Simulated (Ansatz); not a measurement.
Relaxed-ion elastic tensor of PtSe₂ (CdI2 type, P-3m1) in GPa (Voigt order), the program Ansatz at the LDA level (PAW); density 10.16 g/cm³, 19.23 Å³ per atom.

```csv
,1,2,3,4,5,6
1,205,69.4,46.7,-24.1,0.0,0.0
2,69.4,205,46.7,24.1,0.0,0.0
3,46.7,46.7,69.3,0.0,0.0,0.0
4,-24.1,24.1,0.0,46.1,0.0,0.0
5,0.0,0.0,0.0,0.0,46.1,-24.1
6,0.0,0.0,0.0,0.0,-24.1,68.1
```

Task: Is the crystal mechanically stable?

Result: Yes: the smallest eigenvalue of C is 30.6 GPa.

Task: Work out the Voigt, Reuss and Hill averages.

Result: K_V = 89.5, K_R = 64.8, K_H = 77.2; G_V = 53.2, G_R = 39.7, G_H = 46.5 GPa.

Task: Give Young's modulus, Poisson's ratio, Pugh's ratio and the universal anisotropy index.

Result: E = 9KG/(3K + G) = 116 GPa; ν = 0.25; K/G = 1.66 (near the Pugh limit of 1.75, no verdict); A_U = 5G_V/G_R + K_V/K_R − 6 = 2.08.

Task: Estimate the sound speeds and the Debye temperature.

Result: v_l = √((K + 4G/3)/ρ) = 3700 m/s, v_t = √(G/ρ) = 2140 m/s, mean 2370 m/s; Θ = (h/k)(3n/4πV)^(1/3) v_m = 264 K.

Task: How much does each axis shrink under pressure?

Result: Linear compressibilities β_i = Σ_j S_ij (j = 1 to 3): x 1.5, y 1.5, z 12 per TPa.

The cell was relaxed with LDA under the symmetry of its start; of distortions, only those at the zone centre were tested. The run is not spin-polarised. The volume moved by -16 % from the start of the relaxation. A crystal of weakly bound layers computed without a dispersion correction: the cell and the soft elastic constants depend strongly on that. As this level gives no gap, shear constants depend on the k-mesh and smearing (Fermi–Dirac, 0.1 eV here). Scalar-relativistic: spin–orbit coupling is off unless named, which matters more the heavier the elements.

Potentials: the later of the program's two PAW sets.
